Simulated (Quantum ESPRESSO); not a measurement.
# Kohn-Sham bands of ZnSnP2 (P-4m2)

```xyz
4
Lattice="4.0039 0.0000 0.0000 0.0000 4.0039 0.0000 0.0000 0.0000 5.6232" Properties=species:S:1:pos:R:3 pbc="T T T"
Zn     0.0000     0.0000     0.0000
Sn     2.0019     2.0019     2.8116
P      0.0000     2.0019     1.2768
P      2.0019     0.0000    -1.2768
```

Structure: Materials Project mp-1215429, symmetrised, not relaxed again. Not found in the COD (Crystallography Open Database) copy used; not checked further. Method: PBEsol plane waves in Quantum ESPRESSO 7.5 (PseudoDojo norm-conserving files, 68 Ry, spinors with spin-orbit coupling), Bloch states on a 6×6×4 mesh through Γ, Wannier90 4.0.1. Density: 8×8×6 mesh, Gaussian smearing 0.01 Ry.

**Question.** List the Kohn-Sham levels between −8 and 3.5 eV relative to the valence-band maximum at the high-symmetry points, as a band run of pw.x on that density gives them (levels within 2 meV counted together).

**Answer.** 
```csv
point,k (reciprocal lattice),levels (eV)
Γ,0.000 0.000 0.000,"-7.17 (×2), -6.91 (×2), -6.88 (×2), -6.65 (×2), -6.51 (×2), -6.18 (×2), -2.92 (×2), -2.81 (×2), -0.14 (×2), -0.03 (×2), 0.00 (×2), 0.47 (×2), 1.21 (×2), 2.24 (×2), 3.28 (×2)"
X,0.000 0.500 0.000,"-7.31 (×2), -7.01 (×2), -6.75 (×2), -6.66 (×2), -6.52 (×2), -5.62 (×2), -4.42 (×2), -3.63 (×2), -3.10 (×2), -1.80 (×2), -0.81 (×2), 1.96 (×2)"
M,0.500 0.500 0.000,"-6.87 (×2), -6.77 (×2), -6.52 (×2), -6.44 (×2), -6.40 (×2), -5.27 (×2), -3.46 (×2), -2.80 (×2), -2.73 (×2), -1.93 (×2), 0.91 (×2), 1.22 (×2), 1.29 (×2), 2.65 (×2)"
Z,0.000 0.000 0.500,"-7.28 (×2), -7.01 (×2), -6.80 (×2), -6.61 (×2), -6.56 (×2), -3.92 (×2), -3.23 (×2), -2.24 (×2), -2.10 (×2), -1.38 (×2), -1.36 (×2), 1.44 (×2), 1.94 (×2), 3.34 (×2)"
R,0.000 0.500 0.500,"-7.37 (×2), -6.97 (×2), -6.82 (×2), -6.64 (×2), -6.54 (×2), -6.43 (×2), -5.76 (×2), -1.77 (×2), -1.51 (×2), -0.81 (×2), -0.73 (×2), 0.46 (×2), 2.01 (×2)"
A,0.500 0.500 0.500,"-7.77 (×2), -6.98 (×2), -6.72 (×2), -6.68 (×2), -6.37 (×2), -6.34 (×2), -5.03 (×2), -4.03 (×2), -3.56 (×2), -3.45 (×2), -2.78 (×2), 3.32 (×2)"
```
